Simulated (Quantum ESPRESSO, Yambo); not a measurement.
## Quasiparticle gap of NaHF2

NaHF₂ has the trigonal space group R-3m, hexagonal axes (No. 166), Pearson symbol hR4. Cell: a = 3.473 Å, b = 3.473 Å, c = 13.799 Å, α = 90.00°, β = 90.00°, γ = 120.00°. H on 3b is coordinated by 2 F at 1.141 Å (linear). F on 6c is coordinated by 1 H at 1.141 Å and 3 Na at 2.316 Å (tetrahedral). Na on 3a is surrounded by 6 F at 2.316 Å (octahedral). (Neighbours: up to the widest gap in distance over summed covalent radii, below 1.35, at either atom; cation-cation contacts left out.)
(The calculation used a cell of 4 atoms; values per cell refer to that cell.)

Cell and atoms were relaxed with PBE+D3(BJ) from Materials Project entry mp-27837, within its symmetry.

Starting point: norm-conserving PBEsol (Quantum ESPRESSO, 88 Ry, without SOC). G0W0 in Yambo: 4×4×4 Γ-centred k mesh, bands 2 to 87 and a 8 Ry block in the screening, 87 bands in G with the Bruneval-Gonze terminator, plasmon pole fitted at 27.2 eV.

The PBEsol gap along the band path comes out as 6.91 eV, the PBEsol gap between the mesh's edge points (Z → Γ) comes out as 6.91 eV and the G0W0 gap between the same points comes out as 11.56 eV. The PBEsol smallest direct gap on the mesh (at Γ) is 7.13 eV and the G0W0 direct gap at that point comes out as 11.54 eV.

```json
[
 {"k point": "Γ", "band": "VB", "E PBEsol (eV)": "-0.22", "E QP (eV)": "-3.23", "shift (eV)": "-3.01", "Z": "0.85"},
 {"k point": "Γ", "band": "CB", "E PBEsol (eV)": "6.91", "E QP (eV)": "8.32", "shift (eV)": "1.40", "Z": "0.92"},
 {"k point": "L", "band": "VB", "E PBEsol (eV)": "-0.32", "E QP (eV)": "-3.64", "shift (eV)": "-3.32", "Z": "0.84"},
 {"k point": "L", "band": "CB", "E PBEsol (eV)": "11.05", "E QP (eV)": "12.84", "shift (eV)": "1.79", "Z": "0.91"},
 {"k point": "F", "band": "VB", "E PBEsol (eV)": "-0.12", "E QP (eV)": "-3.40", "shift (eV)": "-3.28", "Z": "0.84"},
 {"k point": "F", "band": "CB", "E PBEsol (eV)": "11.96", "E QP (eV)": "13.74", "shift (eV)": "1.78", "Z": "0.91"},
 {"k point": "Z", "band": "VB", "E PBEsol (eV)": "0.00", "E QP (eV)": "-3.24", "shift (eV)": "-3.24", "Z": "0.84"},
 {"k point": "Z", "band": "CB", "E PBEsol (eV)": "8.68", "E QP (eV)": "10.12", "shift (eV)": "1.44", "Z": "0.92"}
]
```

Energies count from the PBEsol valence-band maximum.

Nearest settings tried, and what they do to the gap: 56 bands in G: +3 meV; 42 bands in W: +127 meV; 7 Ry block (103 vectors against 115): +8 meV. Not varied: mesh. So the settings aren't converged at that level.
